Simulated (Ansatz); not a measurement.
Input:

V₄GeS₈:
```yaml
crystal:
  lattice:
    - [0.00000, 4.75708, 4.75708]
    - [4.75708, 0.00000, 4.75708]
    - [4.75708, 4.75708, 0.00000]
  atoms:
    - { symbol: V, position: [0.94215, 0.35262, 0.35262] }
    - { symbol: V, position: [0.35262, 0.94215, 0.35262] }
    - { symbol: V, position: [0.35262, 0.35262, 0.35262] }
    - { symbol: V, position: [0.35262, 0.35262, 0.94215] }
    - { symbol: Ge, position: [0.75000, 0.75000, 0.75000] }
    - { symbol: S, position: [0.16244, 0.61252, 0.61252] }
    - { symbol: S, position: [0.61252, 0.16244, 0.61252] }
    - { symbol: S, position: [0.61252, 0.61252, 0.61252] }
    - { symbol: S, position: [0.61252, 0.61252, 0.16244] }
    - { symbol: S, position: [0.64271, 0.11910, 0.11910] }
    - { symbol: S, position: [0.11910, 0.64271, 0.11910] }
    - { symbol: S, position: [0.11910, 0.11910, 0.11910] }
    - { symbol: S, position: [0.11910, 0.11910, 0.64271] }
```
The run is spin-polarised; directions of the spins, atom by atom: ↑ ↑ ↑ ↑ 0 0 0 0 0 0 0 0 0.

This is the PBEsol-relaxed structure.

Question: All from PBEsol (plane waves, PAW; program Ansatz), unless another level is named. Estimate the electronic character.

Answer: metallic (no gap).

Question: Give the density of states at the Fermi level.

Answer: 1.0 states/eV per atom (mean over ±0.08 eV).

Question: Give the formation energy from the elements (no fitted shifts).

Answer: -927 meV/atom.

Space group F-43m. The first step of the workflow began from a Materials Project structure, measured or hypothetical; the Crystallography Open Database copy checked does not list it. Whether it is the stable phase at ambient conditions was not checked. Symmetry was held in the PBEsol relaxation; its stability against distortions is not shown here. The final state is ferromagnetic, the only order run, not a proven ground state. No Hubbard U is applied. The compound may be a true metal, but semilocal functionals without U, or a wrong spin order, can also close a gap. The references are the lowest solids computed at this level, not always the standard phases. Scalar-relativistic: spin–orbit coupling is off unless named, which matters more the heavier the elements.

Potentials: the later of the program's two PAW sets.
